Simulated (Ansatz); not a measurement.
ZrMo (CsCl type, Pm-3m) under volume change, the program Ansatz at the PBE level (PAW), scaled uniformly.

```tsv
V (Å³/atom)	E − E(relaxed) (meV/atom)	P (GPa)
16.970	82.1	16.88
17.529	34.7	10.43
18.088	8.2	4.84
18.648	0.0	0.00
19.207	7.5	-4.18
19.767	28.5	-7.80
20.326	61.4	-10.93
```

What does a third-order Birch–Murnaghan fit give for V₀, B₀ and B′?

V₀ = 18.65 Å³/atom, B₀ = 150 GPa, B′ = 3.8.

The start of the workflow was typed in or built on a structure type; neither database checked (COD, Materials Project) lists it. Whether it is the stable phase at ambient conditions was not checked. The PBE relaxation kept the symmetry of its start; its stability against distortions is not shown here. No spin polarisation was allowed.

Potentials: the earlier of the program's two PAW sets.
